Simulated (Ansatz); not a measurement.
Structure: an ordered 8-atom cell of NaTlS₂ on the zincblende lattice (I-42d), at its r2SCAN minimum. The symmetry is I-42d (No. 122, tetragonal); conventional cell a = 6.503 Å, c = 10.570 Å, 27.94 Å³ an atom. Na has 4 S at 2.77 Å; S has 2 Tl at 2.54 Å and 2 Na at 2.77 Å; Tl has 4 S at 2.54 Å.

```cif
data_structure
_symmetry_space_group_name_H-M 'I-42d'
_symmetry_Int_Tables_number 122
_cell_length_a 6.5031
_cell_length_b 6.5031
_cell_length_c 10.5701
_cell_angle_alpha 90.000
_cell_angle_beta 90.000
_cell_angle_gamma 90.000
_cell_volume 447.02
loop_
_atom_site_label
_atom_site_type_symbol
_atom_site_symmetry_multiplicity
_atom_site_Wyckoff_symbol
_atom_site_fract_x
_atom_site_fract_y
_atom_site_fract_z
_atom_site_occupancy
Na1 Na 4 a 0.00000 0.00000 0.00000 1
S1 S 8 d 0.27828 0.25000 0.12500 1
Tl1 Tl 4 b 0.50000 0.50000 0.00000 1
```

The questions ask for values computed with Ansatz on this geometry. No magnetic order. The prototype was imposed, so other structures may be more stable.

Given (6×6×6 mesh): The PBE gap is direct at Γ: 1.15 eV.

(1) How does the gap change from PBE to PBE+SOC (6×6×6)?

(2) Estimate the gap with r2SCAN on 6×6×6.

(3) What does HSE06 give for the gap (4×4×4 mesh)?

(4) How does the gap change from PBE to PBE0 (4×4×4)?

(5) What are ε∞ and the Born charges with r2SCAN?

Results:

(1) The PBE+SOC gap is direct at Γ: 1.16 eV. The gap differs by +0.01 eV from PBE's.

(2) The r2SCAN gap is direct at Γ: 1.46 eV. The gap differs by +0.31 eV from PBE's.

(3) HSE06 gives a direct gap of 2.01 eV at Γ. The gap differs by +0.86 eV from PBE's.

(4) PBE0 gives a direct gap of 2.66 eV at Γ. The gap differs by +1.51 eV from PBE's.

(5) The electronic dielectric tensor ε∞ is 5.00 along x and y, 5.44 along z. Born charges, averaged over directions: Na +1.10, S -2.11, Tl +3.12 e.

Only the levels marked +SOC include spin-orbit coupling.
